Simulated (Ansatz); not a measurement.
NdMg₃ in the TiAl3-type structure

Computed with Ansatz (plane waves, PAW, 420 eV cutoff): PBEsol, scalar-relativistic, collinear spin, Γ-centred 10×10×10 mesh, 0.05 eV Gaussian smearing; PAW files: Ansatz's generated set soft_2.

```xyz
4
Lattice="-2.5935 2.5935 3.6999 2.5935 -2.5935 3.6999 2.5935 2.5935 -3.6999" Properties=species:S:1:pos:R:3 pbc="T T T"
Nd    0.0000    0.0000    0.0000
Mg    0.0000    0.0000    3.6999
Mg    0.0000    2.5935    1.8500
Mg    2.5935    0.0000    1.8500
```

The start was a prototype's sites filled with these elements, not a measured cell.

Magnetic state: ferromagnetic, site spin moments Nd 3.38 μB.

Cell and atoms are those of this level's equilibrium.

Path: Γ–X–P–N–Γ–M–S | S0–Γ | X–R | G–M, with Γ = (0.000, 0.000, 0.000), X = (0.000, 0.000, 0.500), P = (0.250, 0.250, 0.250), N = (0.000, 0.500, 0.000), M = (0.500, 0.500, -0.500), S = (0.373, 0.627, -0.373), S0 = (-0.373, 0.373, 0.373), R = (-0.246, 0.246, 0.500), G = (0.500, 0.500, -0.246) in reciprocal vectors of the calculation's cell.

Problem. Is it a metal or an insulator, and if it has a gap, where are the band edges on this path?

Solution. A metal: bands cross the Fermi level.

Levels between -5 and 3 eV from the Fermi level at the path's named points:
```tsv
point	spin	below E_F (eV)	above E_F (eV)
Γ	up	-0.66 -0.65 -0.65 -0.52 -0.46 -0.46	0.08 0.15 0.15 0.48 0.95 1.00 2.46 2.46 2.46 2.77
Γ	down	-0.39 -0.39 -0.39	1.28 1.34 1.35 1.57 1.68 1.68 1.92 2.04 2.04 2.81
X	up	-3.48 -2.81 -2.16 -0.56 -0.42 -0.36 -0.35 -0.25	0.09 0.22 0.40 0.66 0.68 1.84 1.91 2.06
X	down	-3.38 -2.66 -1.97 -0.20 -0.15	0.94 1.77 1.82 2.02 2.03 2.36 2.40 2.45 2.48 2.49 2.51
P	up	-3.04 -2.59 -2.59 -1.80 -0.40 -0.40 -0.35	0.04 0.04 0.22 0.50 1.09 1.09 1.57 1.92
P	down	-2.96 -2.43 -2.43 -1.61	1.06 1.06 1.77 1.86 1.98 2.05 2.05 2.41 2.45 2.50 2.50
N	up	-3.87 -3.62 -0.83 -0.80 -0.51 -0.39 -0.36	0.02 0.13 0.16 0.39 1.35 1.70 1.74 1.95 2.35 2.39
N	down	-3.72 -3.52 -0.64 -0.59	1.10 1.50 1.51 1.76 1.96 1.97 2.16 2.18 2.39 2.45 2.83 2.93
M	up	-3.50 -2.87 -2.13 -0.46 -0.46 -0.36 -0.36 -0.36	0.23 0.38 0.45 0.45 0.68 1.87 1.87 2.06
M	down	-3.40 -2.73 -1.93 -0.15 -0.15	0.96 1.77 1.79 2.08 2.08 2.39 2.39 2.44 2.46 2.46 2.52
S and S0	up	-3.19 -2.75 -2.74 -0.64 -0.56 -0.38 -0.36 -0.35	0.22 0.27 0.30 0.35 1.40 2.06 2.08 2.68
S and S0	down	-3.10 -2.60 -2.58 -0.33 -0.29	1.49 1.76 1.91 2.00 2.10 2.40 2.43 2.47 2.48 2.57
R and G	up	-3.04 -2.62 -2.59 -1.80 -0.37 -0.37 -0.36	0.01 0.19 0.20 0.28 1.15 1.18 1.53 1.86
R and G	down	-2.96 -2.47 -2.43 -1.60	1.03 1.11 1.77 1.87 2.00 2.08 2.13 2.39 2.44 2.46 2.46
```

Without a U the open 4f shell is pinned at the Fermi level, an artefact: in the real crystal it splits into occupied and empty levels away from it, and its large orbital moment is missing here. For elements this heavy, spin–orbit coupling would shift levels and gaps; it isn't included here. The run wasn't fully tested for a lower electronic state. Site moments are of spin, integrated over atomic spheres. The run holds 0.6 f electrons more on Nd than the trivalent ion has, so it is between trivalent and divalent here. In such compounds it is trivalent as a rule, so this state is likely an artefact, and the extra f charge swells the ion. Only parallel moments were tried, so the real magnetic order may be another.

The open shells may stand above their lowest state, and forces and pressures are less sure for it.
